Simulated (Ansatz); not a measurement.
B13C2:
```xyz
15
Lattice="2.8238 1.6303 4.0290 -2.8238 1.6303 4.0290 0.0000 -3.2607 4.0290" Properties=species:S:1:pos:R:3 pbc="T T T"
B      0.0000     0.0000     6.0435
B      1.3690    -0.7904     7.7573
B     -1.3690     0.7904     4.3296
B      0.0000     1.5808     7.7573
B      0.0000    -1.5808     4.3296
B     -1.3690    -0.7904     7.7573
B      1.3690     0.7904     4.3296
B     -0.8912     0.5145     1.3671
B      0.8912    -0.5145    10.7199
B      0.0000    -1.0291     1.3671
B      0.0000     1.0291    10.7199
B      0.8912     0.5145     1.3671
B     -0.8912    -0.5145    10.7199
C      0.0000     0.0000     7.4795
C      0.0000     0.0000     4.6074
```

Relaxed with r²SCAN.

Q: Map the valence electron density (e/Å³), cut off at 0.8 on the plane through (0.500, 0.500, 0.500) spanned by u = [1, 0, 0] and v = [-1, 1, 1] in lattice vectors, from r²SCAN (plane waves, PAW; program Ansatz).

A: x is the fraction of u, y of v (the angle between them is 97°; rows are the nearest grid lines); atoms in the plane: B at (0.00, 0.00), B at (0.12, 0.30), B at (0.88, 0.70), B at (0.33, 0.51), B at (0.67, 0.49), C at (0.24, 0.12), C at (0.76, 0.88).
```
y \ x   0.000  0.0769  0.192  0.269  0.346  0.462  0.538  0.654  0.731  0.808  0.923   1.00
------  -----  ------  -----  -----  -----  -----  -----  -----  -----  -----  -----  -----
1.00    0.252   0.800  0.657  0.401  0.230  0.095  0.095  0.230  0.401  0.657  0.800  0.252
0.921   0.633   0.287  0.114  0.070  0.053  0.071  0.183  0.800  0.800  0.800  0.800  0.633
0.842   0.286   0.136  0.079  0.064  0.048  0.060  0.177  0.800  0.800  0.800  0.679  0.286
0.763   0.452   0.351  0.294  0.211  0.114  0.048  0.074  0.333  0.733  0.800  0.674  0.452
0.684   0.789   0.720  0.731  0.522  0.270  0.085  0.065  0.177  0.439  0.596  0.518  0.789
0.605   0.381   0.421  0.701  0.758  0.574  0.301  0.260  0.406  0.656  0.784  0.500  0.381
0.526   0.118   0.172  0.542  0.652  0.334  0.800  0.800  0.539  0.681  0.578  0.186  0.118
0.474   0.118   0.186  0.578  0.681  0.539  0.800  0.800  0.334  0.652  0.542  0.172  0.118
0.395   0.381   0.500  0.784  0.656  0.406  0.260  0.301  0.574  0.758  0.701  0.421  0.381
0.316   0.789   0.518  0.596  0.439  0.177  0.065  0.085  0.270  0.522  0.731  0.720  0.789
0.237   0.452   0.674  0.800  0.733  0.333  0.074  0.048  0.114  0.211  0.294  0.351  0.452
0.158   0.286   0.679  0.800  0.800  0.800  0.177  0.060  0.048  0.064  0.079  0.136  0.286
0.0789  0.633   0.800  0.800  0.800  0.800  0.183  0.071  0.053  0.070  0.114  0.287  0.633
0.000   0.252   0.800  0.657  0.401  0.230  0.095  0.095  0.230  0.401  0.657  0.800  0.252
```

The density is the valence pseudo-density with augmentation charge, so density and ELF within about 1 Å of a nucleus are not all-electron values.

Space group R-3m. The workflow started from a Materials Project entry (that database holds measured and hypothetical structures alike); the Crystallography Open Database copy checked does not list it. Its standing as an ambient phase is unchecked. Symmetry was held in the r²SCAN relaxation; its stability against distortions is not shown here.

Potentials: the later of the program's two PAW sets.
